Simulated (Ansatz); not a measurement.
Nb (bcc, W type) is sheared across one {211} plane: the third cell vector gains the shift, so faults repeat every 8.1 Å. The cut lies between planes 1.35 Å apart; the cell height is held.

```yaml
crystal:
  lattice:
    - [2.86622, 0.00000, 0.00000]
    - [0.00000, 4.68051, 0.00000]
    - [0.00000, 0.00000, 8.10688]
  atoms:
    - { symbol: Nb, position: [0.00000, 0.00000, 0.91667] }
    - { symbol: Nb, position: [0.66667, 0.50000, 0.08333] }
    - { symbol: Nb, position: [0.33333, 0.00000, 0.25000] }
    - { symbol: Nb, position: [0.00000, 0.50000, 0.41667] }
    - { symbol: Nb, position: [0.66667, 0.00000, 0.58333] }
    - { symbol: Nb, position: [0.33333, 0.50000, 0.75000] }
```

In-plane vectors a = (2.866, 0.000) Å, b = (0.000, 4.681) Å, area 13.42 Å². The shift is s times the vector a (length 2.866 Å), so s = 1 restores the start. Atoms relax along the normal only. γ = [E(shift) − E(0)] / area.

The numbers are results of PBE (plane waves to 420 eV, PAW, scalar-relativistic; Ansatz, a first-principles code), not measurements. k mesh 14×8×5 (Γ-centred), Fermi-Dirac smearing 0.05 eV. Energies are extrapolated to zero smearing. Compression counts positive. With partly filled bands, the k mesh leaves noise in γ, roughly 0.02 J/m² as judged from a few cases. Faults lie only 8.1 Å apart, and holding the cell height raises γ above its relaxed value. On this mesh the relaxed cell isn't quite at rest: it carries a pressure of 0.1 GPa (compression positive) at the zero of the scan. Nb is run without spin polarisation. Nb was relaxed with its symmetry unable to fall. The zero of γ is zero shift.

```json
[
 {"shift (Å)": "0.000", "γ (J/m²)": "0.00", "σ normal to the fault (GPa)": "0.2"},
 {"shift (Å)": "0.239", "γ (J/m²)": "0.07", "σ normal to the fault (GPa)": "1.0"},
 {"shift (Å)": "0.478", "γ (J/m²)": "0.26", "σ normal to the fault (GPa)": "2.3"},
 {"shift (Å)": "0.717", "γ (J/m²)": "0.50", "σ normal to the fault (GPa)": "3.3"},
 {"shift (Å)": "0.955", "γ (J/m²)": "0.67", "σ normal to the fault (GPa)": "3.8"},
 {"shift (Å)": "1.194", "γ (J/m²)": "0.76", "σ normal to the fault (GPa)": "4.0"},
 {"shift (Å)": "1.433", "γ (J/m²)": "0.78", "σ normal to the fault (GPa)": "4.0"},
 {"shift (Å)": "1.672", "γ (J/m²)": "0.73", "σ normal to the fault (GPa)": "3.6"},
 {"shift (Å)": "1.911", "γ (J/m²)": "0.63", "σ normal to the fault (GPa)": "3.1"},
 {"shift (Å)": "2.150", "γ (J/m²)": "0.47", "σ normal to the fault (GPa)": "2.1"},
 {"shift (Å)": "2.389", "γ (J/m²)": "0.26", "σ normal to the fault (GPa)": "0.9"},
 {"shift (Å)": "2.627", "γ (J/m²)": "0.08", "σ normal to the fault (GPa)": "0.2"}
]
```

Summary:

| Item | Result |
|---|---|
| Highest computed γ on the line | 0.78 J/m² |
| Position of the highest point | s = 0.500 |
| Local minima between the ends | no computed point is one |
| Steepest slope dγ/d(shift) before the first maximum (spline) | 10 GPa |

(The slope of γ gives the shear force per area between the displaced halves; near zero shift its curvature is an elastic stiffness.)
